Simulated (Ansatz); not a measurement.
Input:

TaAs:
```cif
data_As4Ta4
_chemical_formula_sum 'Ta4 As4'
_space_group_name_H-M_alt 'I41md'
_space_group_IT_number 109
_space_group_name_Hall 'I 4bw -2'
_cell_length_a 3.42868
_cell_length_b 3.42868
_cell_length_c 11.58421
_cell_angle_alpha 90.000
_cell_angle_beta 90.000
_cell_angle_gamma 90.000
loop_
_atom_site_label
_atom_site_type_symbol
_atom_site_symmetry_multiplicity
_atom_site_Wyckoff_symbol
_atom_site_fract_x
_atom_site_fract_y
_atom_site_fract_z
_atom_site_occupancy
Ta1 Ta 4 a 0.00000 0.00000 0.75030 1
As1 As 4 a 0.00000 0.00000 0.33230 1
```
(The calculation used a cell of 4 atoms; values per cell refer to that cell.)

This is the PBEsol-relaxed structure.

**Question.** All from the program Ansatz at the PBEsol level (PAW), unless another level is named. Estimate the bulk modulus (Birch–Murnaghan fit).

**Answer.** 189 GPa.

**Question.** Predict the highest zone-centre frequency.

**Answer.** 262 cm^-1.

Space group I4_1md. The PBEsol relaxation kept the symmetry of its start. The run is not spin-polarised. As this level gives no gap, phonon frequencies hold no LO–TO term and depend on the k-mesh and smearing (Fermi–Dirac, 0.1 eV here). Scalar-relativistic: spin–orbit coupling is off unless named, which matters more the heavier the elements.

Potentials: the earlier of the program's two PAW sets. The files were generated under PBE; for other functionals the program regenerates the frozen cores, and for LDA and PBEsol the local potential too.
